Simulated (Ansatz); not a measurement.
PtW:
```cif
data_Pt2W2
_chemical_formula_sum 'W2 Pt2'
_space_group_name_H-M_alt 'P 1'
_space_group_IT_number 1
_cell_length_a 5.41362
_cell_length_b 5.41362
_cell_length_c 4.32136
_cell_angle_alpha 90.000
_cell_angle_beta 90.000
_cell_angle_gamma 151.264
loop_
_space_group_symop_operation_xyz
  'x, y, z'
loop_
_atom_site_label
_atom_site_type_symbol
_atom_site_fract_x
_atom_site_fract_y
_atom_site_fract_z
_atom_site_occupancy
W1 W 0.66978 0.33022 0.25000 1
Pt1 Pt 0.92787 0.07213 0.25000 1
W2 W 0.33022 0.66978 0.75000 1
Pt2 Pt 0.07213 0.92787 0.75000 1
```

This is the PBEsol-relaxed structure.

Task: All from PBEsol in the plane-wave PAW code Ansatz, unless another level is named. Estimate the formation energy from the elements (no fitted shifts).

Result: -0.20 eV/atom.

Task: And the density of states at the Fermi level?

Result: 0.53 states/eV per atom (mean over ±0.08 eV).

Space group Cmcm. The start of the workflow was typed in or built on a structure type; neither database checked (COD, Materials Project) lists it. Its standing as an ambient phase is unchecked. The cell was relaxed with PBEsol under the symmetry of its start; whether a distortion lowers the energy is not shown. No spin polarisation was allowed. The references are the lowest solids computed at this level, not always the standard phases. Scalar-relativistic: spin–orbit coupling is off unless named, which matters more the heavier the elements.

Potentials: the earlier of the program's two PAW sets. The files were generated under PBE; for other functionals the program regenerates the frozen cores, and for LDA and PBEsol the local potential too.
